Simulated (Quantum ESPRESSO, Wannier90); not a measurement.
Pt (fcc (Cu type)), plane waves to Wannier functions

```
begin unit_cell_cart
ang
    0.0000000000    1.9715750000    1.9715750000
    1.9715750000    0.0000000000    1.9715750000
    1.9715750000    1.9715750000    0.0000000000
end unit_cell_cart
begin atoms_frac
Pt   0.0000000000  0.0000000000  0.0000000000
end atoms_frac
```

Cell from Materials Project (mp-126), symmetrised, no further relaxation. This is the element's usual structure. Level: PBEsol, no spin polarisation, no spin-orbit coupling; pw.x of Quantum ESPRESSO at 68 Ry with PseudoDojo potentials, 12×12×12 k-points, Wannier90. Density: 18×18×18 mesh, cold smearing 0.01 Ry. Spin-orbit coupling is left out although heavy elements are present.

A tight-binding model is made by disentanglement and projection with no localisation steps (num_iter = 0), so the 9 orbitals stay atom-like: hydrogen-like Pt: s;p;d, axes along x, y, z; frozen window up to 1.50 eV relative to the Fermi level. It follows pw.x to 3.1 meV rms for states up to 1.0 eV relative to the Fermi level. Matrix elements depend on this choice of orbitals and windows.

Q: Which pairs of orbitals on different sites are coupled most strongly? Give distance, modulus and how many such pairs a cell has.

A: 
| orbital | orbital | distance of the centres (Å) | modulus (eV) | pairs |
|---|---|---|---|---|
| Pt py | Pt pz | 2.79 | 2.00 | 4 |
| Pt px | Pt pz | 2.79 | 2.00 | 4 |
| Pt px | Pt py | 2.79 | 2.00 | 4 |
| Pt px | Pt s | 2.79 | 1.38 | 8 |
| Pt pz | Pt s | 2.79 | 1.38 | 8 |
| Pt py | Pt s | 2.79 | 1.38 | 8 |
| Pt px | Pt px | 2.79 | 1.36 | 4 |
| Pt pz | Pt pz | 2.79 | 1.36 | 4 |
| Pt py | Pt py | 2.79 | 1.36 | 4 |
| Pt s | Pt s | 2.79 | 0.83 | 6 |
| Pt dxy | Pt px | 2.79 | 0.74 | 4 |
| Pt dxz | Pt pz | 2.79 | 0.74 | 4 |
| Pt dxz | Pt px | 2.79 | 0.74 | 4 |
| Pt dyz | Pt pz | 2.79 | 0.74 | 4 |
| Pt dyz | Pt py | 2.79 | 0.74 | 4 |
| Pt dxy | Pt py | 2.79 | 0.74 | 4 |
| Pt dxy | Pt dxy | 2.79 | 0.71 | 2 |
| Pt dxz | Pt dxz | 2.79 | 0.71 | 2 |
| Pt dyz | Pt dyz | 2.79 | 0.71 | 2 |
| Pt dyz | Pt s | 2.79 | 0.70 | 4 |
| Pt dxz | Pt s | 2.79 | 0.70 | 4 |
| Pt dxy | Pt s | 2.79 | 0.70 | 4 |
| Pt dx2-y2 | Pt pz | 2.79 | 0.58 | 8 |
| Pt dz2 | Pt px | 2.79 | 0.52 | 4 |
| Pt dz2 | Pt py | 2.79 | 0.52 | 4 |
| Pt dx2-y2 | Pt dx2-y2 | 2.79 | 0.48 | 2 |
| Pt dz2 | Pt s | 2.79 | 0.48 | 4 |
| Pt dz2 | Pt py | 2.79 | 0.48 | 4 |
| Pt dz2 | Pt px | 2.79 | 0.48 | 4 |
| Pt dx2-y2 | Pt s | 2.79 | 0.42 | 8 |
